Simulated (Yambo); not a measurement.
```
WO3
1.0
    3.87209     0.00000     0.00000
    0.00000     7.48009     0.00000
   -0.02336     0.00000     3.87419
O W
6 2
Direct
  0.48382   0.25000   0.01925
  0.51618   0.75000   0.98075
  0.00000   0.50000   0.00000
  0.00000   0.00000   0.00000
  0.98196   0.25000   0.51690
  0.01804   0.75000   0.48310
  0.05713   0.75000   0.94162
  0.94287   0.25000   0.05838
```

WO₃ (space group P2_1/m, No. 11, within 0.06 Å of Cmcm): mean Im ε in 1 eV windows above the direct gap of 2.77 eV, for different electron-hole kernels (Yambo, broadening 0.15 eV, PBEsol (Quantum ESPRESSO, PseudoDojo norm-conserving, 84 Ry, scalar-relativistic) bands; 6×4×6 mesh, 16 valence and 6 conduction bands, static screening with 73 bands and a 3 Ry block, scissor 1.34 eV, Tamm-Dancoff; field along x).

```tsv
window (eV)	independent quasiparticles	RPA (no attraction)	BSE
2.8 to 3.8	0.3	0.2	1.0
3.8 to 4.8	2.2	1.1	3.7
4.8 to 5.8	7.1	3.9	6.1
```

This run doesn't resolve bound excitons or single peaks, so only averages are given, and they too depend on the mesh; weight that the attraction moves below the gap isn't listed. All transitions below 6.61 eV are in the band window. The scissor comes from a G0W0 run whose convergence isn't established.

Without spin-orbit coupling, band edges of such heavy elements can be off by tenths of an eV.

Geometry of the Materials Project entry, not relaxed at this level.

The structure is a Materials Project entry; no match was found in the copy of COD used, and its stability was not checked.
